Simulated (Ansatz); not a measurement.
This cell of BAs (zinc blende) is off equilibrium:

```
CELL_PARAMETERS angstrom
      0.00000     4.80934     4.80934
      2.40467     2.40467     4.80934
      2.40467     2.40467     0.00000
ATOMIC_POSITIONS crystal
  As 0.00000 0.75000 0.75000
  As 0.50000 0.75000 0.75000
  B  0.00000 0.02495 0.97505
  B  0.50000 0.97505 0.02495
```

These are PBE (plane waves to 420 eV, PAW, scalar-relativistic; Ansatz, a program for electronic structure) values and carry that method's errors. k mesh 12×12×12 (Γ-centred), Fermi-Dirac smearing 0.05 eV. Compression counts positive. BAs was relaxed with its symmetry unable to fall.

Q: What forces act on the atoms (eV/Å, Cartesian)?

A: 
```csv
atom,Fx,Fy,Fz
As1,0.000,0.000,0.000
As2,0.000,0.000,0.000
B3,0.000,0.000,-2.395
B4,0.000,0.000,2.395
```

Q: Give the stress tensor in GPa and the pressure.

A: 
```
   1.80     0.00     0.00
   0.00     1.80     0.00
   0.00     0.00     0.07
```
The pressure, a third of the trace, is 1.22 GPa.

(For displaced atoms, the force is minus the slope of the energy, and its curvature is a force constant, which sets phonon frequencies.)
